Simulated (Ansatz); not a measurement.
**TiSi₂ (Cmcm)**

Computed with Ansatz 0.2.0, DFT PBE, scalar-relativistic, plane waves, PAW.

Plane waves to 420 eV, a k mesh through Γ of 12×12×10 on the computed 6-atom cell and Gaussian smearing (0.10 eV); no spin polarisation.

The structure is relaxed at this level of theory with its symmetry kept, and needn't be the ground state of this composition.

```
Ti Si
1.0
     1.77422   -6.77900    0.00000
     1.77422    6.77900    0.00000
     0.00000    0.00000    3.57859
Ti Si
2 4
Direct
  0.89688 0.10312 0.75000
  0.10312 0.89688 0.25000
  0.55923 0.44077 0.75000
  0.44077 0.55923 0.25000
  0.24977 0.75023 0.75000
  0.75023 0.24977 0.25000
```

**Question.** Formation energy from the elements' standard states (uncorrected)?

**Answer.** -0.566 eV/atom.

**Question.** Kohn–Sham band gap?

**Answer.** none (metal).

**Question.** Density of states at the Fermi level?

**Answer.** 1.3 states/eV per cell.

**Question.** Orbital (Löwdin) character within 0.5 eV of the Fermi level?

**Answer.** Ti 3d 70 %, Si 3p 21 %, unprojected 5 %.

**Question.** Bader charge by site (e)?

**Answer.** Ti (2 in the cell) 1.16, Si (2 in the cell) -0.72, Si (2 in the cell) -0.44.

It was relaxed from a Materials Project cell. Löwdin shares on free-atom orbitals overweight diffuse shells.
